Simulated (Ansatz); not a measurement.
Space group Pm-3m (No. 221). a = 3.724 Å, b = 3.724 Å, c = 3.724 Å, α = 90.00°, β = 90.00°, γ = 90.00°
| atom | site | symmetry | x | y | z |
| --- | --- | --- | --- | --- | --- |
| Zn | 1a | m-3m | 0.0000 | 0.0000 | 0.0000 |
| Ni | 3c | 4/mm.m | 0.0000 | 0.5000 | 0.5000 |
| N | 1b | m-3m | 0.5000 | 0.5000 | 0.5000 |

Equation of state of this ZnNi$_{3}$N structure (not necessarily the ground state), with shape and atoms relaxed at each volume where symmetry leaves them free. It has no gap at any of these volumes. The calculation used Ansatz 0.2.0, DFT r2SCAN, scalar-relativistic, plane waves, PAW.

Settings: cutoff 500 eV, Γ-centred mesh 10×10×10 on the computed 5-atom cell, Gaussian smearing of 0.10 eV; no spin polarisation.

| V (Å³/atom) | E − E(largest V) (meV/atom) | P (GPa) |
| --- | --- | --- |
| 9.711 | 5.45 | 15.43 |
| 10.021 | -16.03 | 7.05 |
| 10.331 | -22.58 | -0.01 |
| 10.641 | -16.59 | -5.95 |
| 10.951 | 0.00 | -10.96 |

Problem. Fit a third-order Birch–Murnaghan equation to E(V).

Solution. V0 = 10.33 Å³/atom, B0 = 216 GPa, B0' = 4.7.